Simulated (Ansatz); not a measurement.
Is this Mg5CdSe6 structure a true minimum?

The cell was found from a structure generator's guess, not taken from experiment.

The calculation used Ansatz 0.2.0, DFT PBE, scalar-relativistic, plane waves, PAW. Plane waves to 420 eV, a k mesh through Γ of 6×6×2 on the computed 12-atom cell and Gaussian smearing (0.02 eV); no spin polarisation.

The cell below (12 atoms, space group P-4m2 (No. 115)) is relaxed within its symmetry.

```yaml
crystal:
  lattice:
    - [4.27006, 0.00000, 0.00000]
    - [0.00000, 4.27006, 0.00000]
    - [0.00000, 0.00000, 18.02730]
  atoms:
    - { symbol: Mg, position: [0.00000, 0.00000, 0.66459] }
    - { symbol: Mg, position: [0.50000, 0.50000, 0.82922] }
    - { symbol: Mg, position: [0.50000, 0.50000, 0.17078] }
    - { symbol: Mg, position: [0.00000, 0.00000, 0.33541] }
    - { symbol: Mg, position: [0.50000, 0.50000, 0.50000] }
    - { symbol: Cd, position: [0.00000, 0.00000, 0.00000] }
    - { symbol: Se, position: [0.50000, 0.00000, 0.74691] }
    - { symbol: Se, position: [0.00000, 0.50000, 0.91085] }
    - { symbol: Se, position: [0.50000, 0.00000, 0.08915] }
    - { symbol: Se, position: [0.00000, 0.50000, 0.25310] }
    - { symbol: Se, position: [0.50000, 0.00000, 0.41771] }
    - { symbol: Se, position: [0.00000, 0.50000, 0.58229] }
```

For the test it was strained at random (σ = 1.5 % a component), the atoms were moved at random (σ = 0.15 Å), and all was relaxed again on a coarse 4×4×1 mesh (in the run’s order of axes) with 0.10 eV smearing, with no symmetry imposed.

Task: Does it come back?

Result: It returns, within 1 meV/atom of the unmoved cell on that mesh and with the same symmetry when read at 0.1 Å (P1 at 0.01 Å, so small strains and shifts remain). So it is stable against the distortions that fit this cell and that this random move excites. Modes that don't fit the cell aren't tested.
